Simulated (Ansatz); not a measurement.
Input and command of a calculation in Ansatz (plane waves; scalar-relativistic PAW potentials unless the input names others):

```yaml
crystal:
  lattice:
    - [3.5801, 0.0, 0.0]
    - [0.0, 3.5801, 0.0]
    - [0.0, 0.0, 3.5801]
  atoms:
    - { symbol: O, position: [0.0, 0.0, 0.0] }
    - { symbol: F, position: [0.5, 0.5, 0.5] }
    - { symbol: Li, position: [0.5, 0.5, 0.0] }
    - { symbol: Li, position: [0.5, 0.0, 0.5] }
    - { symbol: Li, position: [0.0, 0.5, 0.5] }
basis:
  ecutwfc: "300 eV"
kpoints:
  mp_grid: { grid: [6, 6, 6] }
hamiltonian:
  xc: revpbe
scf:
  occupations: { method: gaussian, width: 0.02 }
output:
  forces: true
  eigenvalues: true
  stress: true
```

```bash
ansatz run input.yaml --threads 1 --pin off --max-ram 1228MiB --backend cpu --events-out ev --progress --plain --runs-dir out
```

Abridged log:
```
Warning: basis.ecutwfc = 300 eV is below the records' recommended 420 eV, and the density's cutoff is lower with it unless basis.ecutrho_ratio is high enough to keep the records' density cutoff: compare with a run at a higher cutoff
Pseudopotentials: kind: paw
Pseudopotential: O, paw, valence charge 6, recommended cutoff 420 eV (normal)
Pseudopotential: F, paw, valence charge 7, recommended cutoff 420 eV (normal)
Pseudopotential: Li, paw, valence charge 3, recommended cutoff 420 eV (normal)
Functional definition: revPBE
Crystal: 5 atoms, lattice volume = 45.887 Å³
Basis set: ecut = 300 eV, 515 PW (Γ), exchange–correlation on 48×48×48 points (8 copies of the dense FFT grid, shifted against one another)
Bands: 16, of which v1, the nominal top of the filled ones, is band 11 counted from 1 (10 counted from 0)
Symmetry: 48 space group operations
Space group: Pm-3m (ITA 221), of the structure as read, at distance tolerance 3.6e-5 Å
k-points: 20 of 216
Initial density: superposition of atomic densities (neutral atoms: chi_scale 0, normalization atom), corrected by the library's trained network
Initial wavefunctions: pseudopotential atomic-orbital guess
Functional: x = revpbe(κ = 1.245, μ = 0.21951497), c = pbe(β = 0.06672455)
SCF iter   1: F=—  HF=-1997.279244 eV  |F-HF|=—  |Δ(HF+E_count)|=         —  Δρ=2.09e-2  dr2=4.84e-2  ethr=1.77e-3  ⟨swp⟩=5.9  Hψ=1476  notcnv=0
SCF iter   2: F=—  HF=-1997.282099 eV  |F-HF|=—  |Δ(HF+E_count)|=   2.85e-3  Δρ=8.17e-3  dr2=7.10e-3  ethr=2.20e-4  ⟨swp⟩=2.9  Hψ=712  notcnv=0  defer=20
SCF iter   3: F=—  HF=-1997.286777 eV  |F-HF|=—  |Δ(HF+E_count)|=   4.68e-3  Δρ=1.54e-3  dr2=2.09e-4  ethr=3.23e-5  ⟨swp⟩=2.6  Hψ=507  notcnv=0
automatic band count: iteration 3 solves 15 bands in place of 16: the levels show a gap, and the empty bands left out lie too high to hold charge; the band table lists the bands solved (type scf.n_extra_bands for more)
SCF iter   4: F=—  HF=-1997.287071 eV  |F-HF|=—  |Δ(HF+E_count)|=   2.94e-4  Δρ=1.79e-4  dr2=5.13e-6  ethr=9.51e-7  ⟨swp⟩=2.0  Hψ=531  notcnv=0
SCF iter   5: F=—  HF=-1997.287926 eV  |F-HF|=—  |Δ(HF+E_count)|=   8.56e-4  Δρ=4.10e-5  dr2=3.26e-7  ethr=2.33e-8  ⟨swp⟩=2.0  Hψ=520  notcnv=0
SCF iter   6: F=-1997.287927 eV  HF=-1997.287927 eV  |F-HF|=1.80e-8  |Δ(HF+E_count)|=   5.81e-7  Δρ=8.37e-6  dr2=2.43e-8  ethr=4.55e-10  ⟨swp⟩=5.0  Hψ=1282  notcnv=0
SCF 1 converged in 6 iterations: F = -1997.287927 eV  dr2 = 2.43e-8
SCF converged after 6 iterations
Free energy (F): -1997.287927 eV
Harris-Foulkes:  -1997.287927 eV  (|F-HF|=1.80e-8)
Internal energy: -1997.287927 eV  (E = F + TS)
E sigma→0 (E₀):  -1997.287927 eV
Fermi energy:    5.622008 eV
--- Forces (eV/Å), atoms counted from 1 ---
  atom   1  O      0.00000000     0.00000000     0.00000000
  atom   2  F      0.00000000     0.00000000     0.00000000
  atom   3  Li     0.00000000     0.00000000     0.00000000
  atom   4  Li     0.00000000     0.00000000     0.00000000
  atom   5  Li     0.00000000     0.00000000     0.00000000
--- Stress (GPa, compression-positive) ---
        0.993327       0.000000       0.000000
        0.000000       0.993327       0.000000
        0.000000       0.000000       0.993327
  P = ⅓ Tr σ = 0.9933 GPa (9.933 kbar)
```

Apart from outputs and empty bands, the input differs from a reference run on usual settings in hamiltonian.xc: "pbesol" → "revpbe"; basis.ecutwfc: 420 → "300 eV". The reference, at the same geometry (not necessarily relaxed), gave pressure -3.50 GPa, largest force 0.000 eV/Å, gap on the mesh 3.64 eV. This run converged in 6 SCF iterations (reference: 6) with a total energy on another zero, pressure 0.99 GPa, largest force 0.000 eV/Å, gap on the mesh 3.79 eV. Its cutoff is looser than usual. The Hamiltonian differs as well, so the change in the result can't be put down to that alone.

Time: 1.6 s on 1 thread of Arm Neoverse N1, with other jobs on the host, peak memory 0.26 GiB.